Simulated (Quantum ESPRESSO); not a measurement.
Simulation results for AlSi$_{3}$C$_{3}$N (made-up cell), GaSi$_{6}$As (made-up cell), Al$_{2}$ZnSiN$_{4}$ (made-up cell)

Computed with Quantum ESPRESSO 7.5. Calculation on a made-up crystal cell, not a measurement: periodic Kohn-Sham density functional theory in plane waves with PseudoDojo standard norm-conserving scalar-relativistic pseudopotentials, each functional with its own files (v0.5 for PBE, v0.4.1 for LDA and PBEsol), no spin polarisation, no spin-orbit coupling, atoms not relaxed, stress positive in tension, energies less a fixed whole-eV offset for each atom's element; levels are Kohn-Sham levels at fractions of this cell's reciprocal vectors, counted from the reference band (half the neutral cell's valence electrons, rounded up) at Gamma; error bars cover cutoff and k-mesh only, not smearing or the files; added strain carries the atoms with the cell, and shear is the tensor component; each bar is the largest change over components, and at least 0.002 eV, 0.002 eV per angstrom or 0.02 GPa; energies are for the whole cell, and the offsets were chosen from early runs and are not element reference energies.

Settings shared by all entries: functional pbe; cutoff 1143 eV; scf tolerance 1e-07 eV; electrons removed 0; added strain kind biaxial xx and yy.

(1) AlSi$_{3}$C$_{3}$N (made-up cell)

Unstrained structure:
```
AlSi3C3N
1.0
      4.3859     0.0409     0.0459
      0.0409     4.4139    -0.0418
      0.0459    -0.0418     4.4242
Si Al C N C
3 1 1 1 2
Direct
  -0.00310 -0.00150 0.00375
  -0.02473 0.49591 0.50702
  0.49846 -0.01256 0.49923
  0.50298 0.47618 -0.01485
  0.25429 0.24413 0.23135
  0.25941 0.73649 0.76569
  0.76003 0.24659 0.75115
  0.74672 0.75311 0.23882
```

* lattice type: zincblende/diamond
* fermi dirac smearing: 0.025 eV
* added strain: 0.0195
* k mesh: 4 x 4 x 4, shifted by half a step
* structure shown: before the added strain of 0.0195
* free energy less offsets: -3.253 eV
* smearing term minus ts: 0 eV
* scf iterations: 12
* pressure: -6.892 GPa
* stress xx: 6.019 GPa
* stress yy: 7.852 GPa
* stress zz: 6.804 GPa
* stress yz: -3.826 GPa
* stress xz: 7.361 GPa
* stress xy: 3.281 GPa
* reference band: 16
* error bar energy: 0.005073 eV
* error bar stress: 0.02 GPa
* error bar force: 0.002896 eV/Å
* error bar next band up: 0.002 eV
* error bars from: tighter rerun of a related cell

Atoms:
```tsv
atoms element	atom site	atom energy offset (eV)
Si	1	-115
Si	2	-115
Si	3	-115
Al	4	-64
C	5	-163
N	6	-283
C	7	-163
C	8	-163
```

Forces:
```tsv
site	x (eV/Å)	y (eV/Å)	z (eV/Å)
1	0.5447	0.09801	0.18
2	1.941	-0.09857	-1.97
3	-0.1501	1.003	-0.6263
4	-0.4331	1.826	1.676
5	-1.762	-1.32	2.943
6	-1.724	1.444	-2.004
7	0.8389	-2.61	-1.729
8	0.7439	-0.3439	1.531
```

Levels:
```tsv
level k point	next band up (eV)
Gamma	0.7148
(1/2,1/2,1/2)	2.648
(0.15,0,0)	1.224
(0,0.15,0)	1.142
(0,0,0.15)	1.126
```

(2) AlSi$_{3}$C$_{3}$N (made-up cell)

Structure as in entry 1.

* lattice type: zincblende/diamond
* fermi dirac smearing: 0.025 eV
* added strain: 0.0234
* k mesh: 4 x 4 x 4, shifted by half a step
* structure shown: before the added strain of 0.0234
* free energy less offsets: -3.221 eV
* smearing term minus ts: 0 eV
* scf iterations: 12
* pressure: -8.158 GPa
* stress xx: 7.532 GPa
* stress yy: 9.384 GPa
* stress zz: 7.558 GPa
* stress yz: -3.866 GPa
* stress xz: 7.178 GPa
* stress xy: 3.203 GPa
* reference band: 16
* error bar energy: 0.005073 eV
* error bar stress: 0.02 GPa
* error bar force: 0.002896 eV/Å
* error bar next band up: 0.002 eV
* error bars from: tighter rerun of a related cell

Atoms:
```tsv
atoms element	atom site	atom energy offset (eV)
Si	1	-115
Si	2	-115
Si	3	-115
Al	4	-64
C	5	-163
N	6	-283
C	7	-163
C	8	-163
```

Forces:
```tsv
site	x (eV/Å)	y (eV/Å)	z (eV/Å)
1	0.5386	0.1082	0.1797
2	1.906	-0.1168	-1.941
3	-0.1324	0.9903	-0.629
4	-0.4303	1.795	1.642
5	-1.747	-1.314	2.879
6	-1.701	1.431	-1.957
7	0.8279	-2.563	-1.685
8	0.7382	-0.3304	1.512
```

Levels:
```tsv
level k point	next band up (eV)
Gamma	0.71
(1/2,1/2,1/2)	2.584
(0.15,0,0)	1.214
(0,0.15,0)	1.135
(0,0,0.15)	1.121
```

(3) GaSi$_{6}$As (made-up cell)

Unstrained structure:
```
GaSi6As
1.0
      5.4529    -0.0114    -0.0031
     -0.0114     5.6602     0.0203
     -0.0031     0.0203     5.6052
Si Ga Si As
2 1 4 1
Direct
  0.00297 0.00271 -0.00987
  -0.01059 0.50349 0.48946
  0.51808 -0.00090 0.49874
  0.48966 0.49356 -0.01422
  0.24202 0.24472 0.24054
  0.24003 0.74847 0.75463
  0.73838 0.24365 0.75827
  0.76166 0.74612 0.24208
```

- lattice type: zincblende/diamond
- fermi dirac smearing: 0.1 eV
- added strain: -0.0037
- k mesh: 6 x 6 x 6, shifted by half a step
- structure shown: before the added strain of -0.0037
- free energy less offsets: -0.5388 eV
- smearing term minus ts: -0.01883 eV
- scf iterations: 10
- pressure: -0.4516 GPa
- stress xx: -1.029 GPa
- stress yy: 1.546 GPa
- stress zz: 0.8382 GPa
- stress yz: 0.1111 GPa
- stress xz: -0.8865 GPa
- stress xy: 0.6848 GPa
- fermi level: 0.07939 eV
- reference band: 26
- error bar energy: 0.00202 eV
- error bar stress: 0.02 GPa
- error bar force: 0.003144 eV/Å
- error bar next band up: 0.002 eV
- error bar fermi level: 0.009815 eV
- error bars from: tighter rerun of a related cell

Atoms:
```tsv
atoms element	atom site	atom energy offset (eV)
Si	1	-115
Si	2	-115
Ga	3	-2080
Si	4	-115
Si	5	-115
Si	6	-115
Si	7	-115
As	8	-2887
```

Forces:
```tsv
site	x (eV/Å)	y (eV/Å)	z (eV/Å)
1	0.24	0.2739	-0.1254
2	1.067	-1.304	1.209
3	-1.566	0.07716	0.09009
4	-0.3431	-0.131	0.4592
5	0.5021	0.237	0.6975
6	0.4147	0.07309	-1.087
7	0.6765	0.6416	-0.5969
8	-0.9906	0.1325	-0.6464
```

Levels:
```tsv
level k point	next band up (eV)
Gamma	0.2897
(1/2,1/2,1/2)	-0.1841
(0.15,0,0)	0.1244
(0,0.15,0)	0.2765
(0,0,0.15)	0.2224
```

(4) GaSi$_{6}$As (made-up cell)

Structure as in entry 3.

* lattice type: zincblende/diamond
* fermi dirac smearing: 0.1 eV
* added strain: 0.0012
* k mesh: 6 x 6 x 6, shifted by half a step
* structure shown: before the added strain of 0.0012
* free energy less offsets: -0.5317 eV
* smearing term minus ts: -0.01881 eV
* scf iterations: 10
* pressure: -1.163 GPa
* stress xx: -0.2217 GPa
* stress yy: 2.418 GPa
* stress zz: 1.293 GPa
* stress yz: 0.1237 GPa
* stress xz: -0.8522 GPa
* stress xy: 0.619 GPa
* fermi level: 0.06679 eV
* reference band: 26
* error bar energy: 0.00202 eV
* error bar stress: 0.02 GPa
* error bar force: 0.003144 eV/Å
* error bar next band up: 0.002 eV
* error bar fermi level: 0.009815 eV
* error bars from: tighter rerun of this cell

Atoms:
```tsv
atoms element	atom site	atom energy offset (eV)
Si	1	-115
Si	2	-115
Ga	3	-2080
Si	4	-115
Si	5	-115
Si	6	-115
Si	7	-115
As	8	-2887
```

Forces:
```tsv
site	x (eV/Å)	y (eV/Å)	z (eV/Å)
1	0.2381	0.2693	-0.1226
2	1.05	-1.279	1.183
3	-1.549	0.07904	0.1015
4	-0.3447	-0.137	0.4428
5	0.4925	0.2368	0.6756
6	0.415	0.07242	-1.067
7	0.6648	0.631	-0.5902
8	-0.967	0.1277	-0.6225
```

Levels:
```tsv
level k point	next band up (eV)
Gamma	0.2705
(1/2,1/2,1/2)	-0.2162
(0.15,0,0)	0.1329
(0,0.15,0)	0.2785
(0,0,0.15)	0.2137
```

(5) GaSi$_{6}$As (made-up cell)

Structure as in entry 3.

* lattice type: zincblende/diamond
* fermi dirac smearing: 0.1 eV
* added strain: 0.0048
* k mesh: 6 x 6 x 6, shifted by half a step
* structure shown: before the added strain of 0.0048
* free energy less offsets: -0.521 eV
* smearing term minus ts: -0.01885 eV
* scf iterations: 10
* pressure: -1.666 GPa
* stress xx: 0.3523 GPa
* stress yy: 3.035 GPa
* stress zz: 1.611 GPa
* stress yz: 0.1314 GPa
* stress xz: -0.8284 GPa
* stress xy: 0.5699 GPa
* fermi level: 0.05788 eV
* reference band: 26
* error bar energy: 0.00202 eV
* error bar stress: 0.02 GPa
* error bar force: 0.003144 eV/Å
* error bar next band up: 0.002 eV
* error bar fermi level: 0.009815 eV
* error bars from: tighter rerun of a related cell

Atoms:
```tsv
atoms element	atom site	atom energy offset (eV)
Si	1	-115
Si	2	-115
Ga	3	-2080
Si	4	-115
Si	5	-115
Si	6	-115
Si	7	-115
As	8	-2887
```

Forces:
```tsv
site	x (eV/Å)	y (eV/Å)	z (eV/Å)
1	0.2361	0.2659	-0.121
2	1.036	-1.26	1.164
3	-1.536	0.08027	0.1093
4	-0.3454	-0.1426	0.4311
5	0.4865	0.237	0.6598
6	0.4152	0.07252	-1.054
7	0.6564	0.6235	-0.5847
8	-0.9493	0.1239	-0.6044
```

Levels:
```tsv
level k point	next band up (eV)
Gamma	0.2575
(1/2,1/2,1/2)	-0.239
(0.15,0,0)	0.1399
(0,0.15,0)	0.2803
(0,0,0.15)	0.2075
```

(6) GaSi$_{6}$As (made-up cell)

Structure as in entry 3.

* lattice type: zincblende/diamond
* fermi dirac smearing: 0.1 eV
* added strain: 0.0131
* k mesh: 6 x 6 x 6, shifted by half a step
* structure shown: before the added strain of 0.0131
* free energy less offsets: -0.4783 eV
* smearing term minus ts: -0.01911 eV
* scf iterations: 10
* pressure: -2.753 GPa
* stress xx: 1.6 GPa
* stress yy: 4.373 GPa
* stress zz: 2.287 GPa
* stress yz: 0.1523 GPa
* stress xz: -0.7754 GPa
* stress xy: 0.4712 GPa
* fermi level: 0.03858 eV
* reference band: 26
* error bar energy: 0.00202 eV
* error bar stress: 0.02 GPa
* error bar force: 0.003144 eV/Å
* error bar next band up: 0.002 eV
* error bar fermi level: 0.009815 eV
* error bars from: tighter rerun of a related cell

Atoms:
```tsv
atoms element	atom site	atom energy offset (eV)
Si	1	-115
Si	2	-115
Ga	3	-2080
Si	4	-115
Si	5	-115
Si	6	-115
Si	7	-115
As	8	-2887
```

Forces:
```tsv
site	x (eV/Å)	y (eV/Å)	z (eV/Å)
1	0.2339	0.2593	-0.1157
2	1.01	-1.22	1.122
3	-1.505	0.08402	0.1265
4	-0.3466	-0.1537	0.4049
5	0.4698	0.237	0.6246
6	0.4133	0.07027	-1.023
7	0.636	0.6071	-0.5734
8	-0.9116	0.1161	-0.5664
```

Levels:
```tsv
level k point	next band up (eV)
Gamma	0.2313
(1/2,1/2,1/2)	-0.2882
(0.15,0,0)	0.1582
(0,0.15,0)	0.2859
(0,0,0.15)	0.1943
```

(7) GaSi$_{6}$As (made-up cell)

Structure as in entry 3.

- lattice type: zincblende/diamond
- fermi dirac smearing: 0.1 eV
- added strain: 0.0237
- k mesh: 6 x 6 x 6, shifted by half a step
- structure shown: before the added strain of 0.0237
- free energy less offsets: -0.3912 eV
- smearing term minus ts: -0.01975 eV
- scf iterations: 10
- pressure: -4.015 GPa
- stress xx: 3.064 GPa
- stress yy: 5.93 GPa
- stress zz: 3.052 GPa
- stress yz: 0.1745 GPa
- stress xz: -0.7128 GPa
- stress xy: 0.3525 GPa
- fermi level: 0.01818 eV
- reference band: 26
- error bar energy: 0.00202 eV
- error bar stress: 0.02 GPa
- error bar force: 0.003144 eV/Å
- error bar next band up: 0.002 eV
- error bar fermi level: 0.009815 eV
- error bars from: tighter rerun of a related cell

Atoms:
```tsv
atoms element	atom site	atom energy offset (eV)
Si	1	-115
Si	2	-115
Ga	3	-2080
Si	4	-115
Si	5	-115
Si	6	-115
Si	7	-115
As	8	-2887
```

Forces:
```tsv
site	x (eV/Å)	y (eV/Å)	z (eV/Å)
1	0.2313	0.251	-0.1098
2	0.9733	-1.167	1.069
3	-1.462	0.08797	0.1462
4	-0.3456	-0.1681	0.374
5	0.4474	0.2367	0.5812
6	0.4065	0.06837	-0.9844
7	0.6117	0.586	-0.5587
8	-0.8624	0.1049	-0.5177
```

Levels:
```tsv
level k point	next band up (eV)
Gamma	0.208
(1/2,1/2,1/2)	-0.2862
(0.15,0,0)	0.1857
(0,0.15,0)	0.2959
(0,0,0.15)	0.1807
```

(8) Al$_{2}$ZnSiN$_{4}$ (made-up cell)

Unstrained structure:
```
Al2ZnSiN4
1.0
      3.2006     0.0000     0.0000
      0.0000     5.5436     0.0000
      0.0000     0.0000     5.2266
Al Si Zn Al N
1 1 1 1 4
Direct
  -0.03487 0.00527 -0.01001
  0.51528 0.50267 -0.00413
  0.50409 0.16439 0.50538
  0.02346 0.67068 0.47972
  0.02956 0.00036 0.35180
  0.50447 0.48254 0.37673
  0.51525 0.18234 0.88247
  0.01459 0.66814 0.87407
```

* lattice type: wurtzite
* fermi dirac smearing: 0.1 eV
* added strain: -0.0235
* k mesh: 8 x 6 x 6, shifted by half a step
* structure shown: before the added strain of -0.0235
* free energy less offsets: -2.863 eV
* smearing term minus ts: -0.001971 eV
* scf iterations: 12
* pressure: -5.286 GPa
* stress xx: 3.074 GPa
* stress yy: 0.6397 GPa
* stress zz: 12.14 GPa
* stress yz: 0.4041 GPa
* stress xz: -2.348 GPa
* stress xy: 2.083 GPa
* error bar energy: 0.002 eV
* error bar stress: 0.02 GPa
* error bar force: 0.002544 eV/Å
* error bars from: tighter rerun of this cell

Atoms:
```tsv
atoms element	atom site	atom energy offset (eV)
Al	1	-64
Si	2	-115
Zn	3	-5687
Al	4	-64
N	5	-283
N	6	-283
N	7	-283
N	8	-283
```

Forces:
```tsv
site	x (eV/Å)	y (eV/Å)	z (eV/Å)
1	2.371	0.6458	2.132
2	-0.1882	-1.688	1.594
3	0.7157	-1.646	-0.3179
4	-0.6182	0.5767	-0.891
5	-1.091	-2.441	-0.2904
6	0.7489	3.887	-3.165
7	-1.752	2	0.8923
8	-0.1862	-1.334	0.04586
```
